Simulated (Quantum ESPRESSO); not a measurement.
**Kohn-Sham bands of ZrIr3 (Cu3Au type)**

```yaml
crystal:
  lattice:
    - [3.95968, 0.00000, 0.00000]
    - [0.00000, 3.95968, 0.00000]
    - [0.00000, 0.00000, 3.95968]
  atoms:
    - { symbol: Zr, position: [0.00000, 0.00000, 0.00000] }
    - { symbol: Ir, position: [0.50000, 0.50000, 0.00000] }
    - { symbol: Ir, position: [0.00000, 0.50000, 0.50000] }
    - { symbol: Ir, position: [0.50000, 0.00000, 0.50000] }
```

Materials Project entry mp-1438; symmetrised, unrelaxed at this level. COD (Crystallography Open Database) has an entry of this formula and space group (matched by these alone). Method: LDA plane waves in Quantum ESPRESSO 7.5 (PseudoDojo norm-conserving files, 56 Ry, no spin polarisation, no spin-orbit coupling), Bloch states on a 4×4×4 mesh through Γ, Wannier90 4.0.1. Density: 10×10×10 mesh, cold smearing 0.01 Ry. Spin-orbit coupling is left out although heavy elements are present.

List the Kohn-Sham levels between −8 and 3.0 eV relative to the Fermi level at the high-symmetry points, as a band run of pw.x on that density gives them (levels within 2 meV counted together).


```
point  k (reciprocal lattice)                                                                                                                     levels (eV)
-----  ----------------------  ------------------------------------------------------------------------------------------------------------------------------
Γ           0.000 0.000 0.000                                                           -6.15 (×2), -5.93, -5.56 (×3), -2.21 (×3), 0.01 (×2), 1.28, 1.83 (×3)
X           0.000 0.500 0.000  -6.54, -5.64, -4.69, -4.63, -4.36, -3.57, -3.40 (×2), -3.12 (×2), -2.02, -1.62, -1.16, -1.02 (×2), 0.35, 1.69 (×2), 1.83, 2.98
M           0.500 0.500 0.000  -4.88 (×2), -4.64, -3.89, -3.63, -3.24 (×2), -3.15, -3.13 (×2), -2.92, -1.65, -1.53, -1.51 (×2), -0.70, -0.66, 2.50 (×2), 2.93
R           0.500 0.500 0.500                                              -6.47 (×3), -5.37, -3.01 (×3), -2.26 (×3), -1.64 (×2), -0.08, 1.17 (×3), 1.32 (×3)
```
